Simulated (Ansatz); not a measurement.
Given:

ZrCu₂P₂:
Space group P-3m1 (No. 164); a = b = 3.800 Å, c = 6.159 Å, α = β = 90.00°, γ = 120.00°

```tsv
atom	site	symmetry	x	y	z
Zr	1a	-3m.	0.0000	0.0000	0.0000
Cu	2d	3m.	0.6667	0.3333	0.3613
P	2d	3m.	0.3333	0.6667	0.2520
```

This is the r²SCAN-relaxed structure.

**Question.** All from DFT-r²SCAN in the program Ansatz with PAW potentials, unless another level is named. Give the electronic character.

**Answer.** metallic (no gap).

**Question.** And the density of states at the Fermi level?

**Answer.** 0.10 states/eV per atom (mean over ±0.08 eV).

**Question.** What about the formation energy from the elements (no fitted shifts)?

**Answer.** -0.78 eV/atom.

The first step of the workflow began from a Materials Project structure, measured or hypothetical; the Crystallography Open Database copy checked does not list it. Its standing as an ambient phase is unchecked. The r²SCAN relaxation kept the symmetry of its start; whether a distortion lowers the energy is not shown. The run is not spin-polarised. The references are the lowest solids computed at this level, not always the standard phases. Spin–orbit coupling is left out wherever it is not named.

Potentials: the later of the program's two PAW sets.
